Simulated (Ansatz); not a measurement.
Given:

CuI (zinc blende, F-43m), a = 6.021 Å, b = 6.021 Å, c = 6.021 Å, α = 90.00°, β = 90.00°, γ = 90.00°; the cell used has 2 atoms.

This is the r²SCAN-relaxed structure.

### Question
All from DFT-r²SCAN in the program Ansatz with PAW potentials, unless another level is named. Give the formation energy from the elements (no fitted shifts).

### Answer
-0.19 eV/atom.

### Question
Predict the hole effective mass, band 1 of 3 at the edge.

### Answer
0.71 along [100], 3.2 along [110], 1.5 along [111] (mₑ).

### Question
Next, the hole effective mass, band 3 of 3 at the edge?

### Answer
0.29 along [100], 0.22 along [110], 0.20 along [111] (mₑ).

### Question
Give the band gap.

### Answer
1.67 eV (direct).

### Question
And the HSE06 gap on the r²SCAN cell?

### Answer
2.66 eV.

### Question
And the valence-band maximum?

### Answer
at Γ.

The cell was relaxed with r²SCAN under the symmetry of its start. The run is not spin-polarised. The references are the lowest solids computed at this level, not always the standard phases. Spin–orbit coupling is left out wherever it is not named.

Potentials: the earlier of the program's two PAW sets. The files were generated under PBE; for other functionals the program regenerates the frozen cores, and for LDA and PBEsol the local potential too.
